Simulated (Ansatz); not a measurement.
Sr₂CaWO₆:
```xyz
10
Lattice="-2.8613 2.8613 4.1609 2.8613 -2.8613 4.1609 2.8613 2.8613 -4.1609" Properties=species:S:1:pos:R:3 pbc="T T T"
Sr     2.8613     0.0000     2.0804
Sr     0.0000     2.8613     2.0804
Ca     0.0000     0.0000     4.1609
W      0.0000     0.0000     0.0000
O      1.1771     1.9378     4.1609
O      1.6842     0.9235     0.0000
O      0.9235     4.0383     0.0000
O      1.9378    -1.1771     4.1609
O      0.0000     0.0000     1.9263
O      0.0000     0.0000     6.3955
```

Relaxed with PBEsol. Special points in fractions of this cell's reciprocal vectors: Γ (0.000, 0.000, 0.000); X (0.000, 0.000, 0.500); P (0.250, 0.250, 0.250); N (0.000, 0.500, 0.000); M (0.500, 0.500, -0.500); S (0.368, 0.632, -0.368); S0 (-0.368, 0.368, 0.368); R (-0.236, 0.236, 0.500); G (0.500, 0.500, -0.236).

Task: List the band energies nearest the valence-band maximum at these points for PBEsol with spin–orbit coupling (plane waves, PAW; program Ansatz).

Result: In eV from the valence-band maximum; about four levels below and three above (degenerate sets whole), none deeper than 8.9 eV; points with the same levels are listed once.

```
k                                below                above
-  -----------------------------------  -------------------
Γ              -0.17 -0.17 -0.14 -0.14  3.19 3.19 3.27 3.27
X              -0.34 -0.34 -0.11 -0.11  3.03 3.03 4.04 4.04
P  -0.38 -0.38 -0.38 -0.38 -0.34 -0.34  3.55 3.55 3.76 3.76
N              -0.38 -0.38 -0.01 -0.01  3.57 3.57 3.78 3.78
M              -0.22 -0.22 -0.15 -0.15  3.24 3.24 4.02 4.02
S              -0.37 -0.37 -0.08 -0.08  3.60 3.60 3.85 3.85
R              -0.34 -0.34 -0.11 -0.11  3.53 3.53 3.87 3.87
```

Space group I4/m. The workflow started from a Materials Project entry (that database holds measured and hypothetical structures alike); the Crystallography Open Database copy checked does not list it. COD files the formula under space group No. 14, so this cell is another polymorph or a model. Its standing as an ambient phase is unchecked. Symmetry was held in the PBEsol relaxation; whether a distortion lowers the energy is not shown. No spin polarisation was allowed. No Hubbard U is applied.

Potentials: the later of the program's two PAW sets.
